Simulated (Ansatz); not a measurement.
This CsTlSe2 structure is the end of a relaxation. The cell was found from a structure generator's guess, not taken from experiment.

These are results of DFT PBE, scalar-relativistic, plane waves, PAW (Ansatz), not measurements. Cutoff 420 eV, Γ-centred mesh, Gaussian smearing, no spin polarisation.

```
Cs Tl Se
1.0
     5.57079    0.00000    0.00000
     0.00000    5.57079    0.00000
     0.00000    0.00000    5.27809
Cs Tl Se
1 1 2
Cartesian
  2.7854 2.7854 2.6390
  0.0000 0.0000 0.0000
  2.7854 0.0000 0.0000
  0.0000 2.7854 0.0000
```

Energies over the elements count from the elements' standard structures at the same level, with no fitted energy shifts.

**Question.** What space group does it have?

**Answer.** P4/mmm (No. 123). Conventional cell: a = 5.571 Å, c = 5.278 Å. Around Cs lie 8 Se at 3.84 Å; Tl is surrounded by 4 Se at 2.79 Å; Se is surrounded by 2 Tl at 2.79 Å and 4 Cs at 3.84 Å.

**Question.** What is its formation energy per atom?

**Answer.** −0.46 eV/atom. It lies below the elements, which doesn't yet make it stable against other compounds or structures.

**Question.** Is it a metal?

**Answer.** Yes, bands cross the Fermi level on the 8×8×10 mesh.

**Question.** From what recipe could a structure generator have reached it?

**Answer.** One such recipe: perovskite family, infinite layers (P4/mmm, No. 123). Other recipes can lead to the same cell.

The last run used an 8×8×10 mesh (in the run's order of axes) for its 4-atom cell and Gaussian smearing of 0.10 eV. Spin–orbit coupling, which can matter for Tl, is left out. The reference form of Se is held partly by dispersion forces, which this level lacks. Symmetry constrained the relaxation, so the result can be a saddle point.
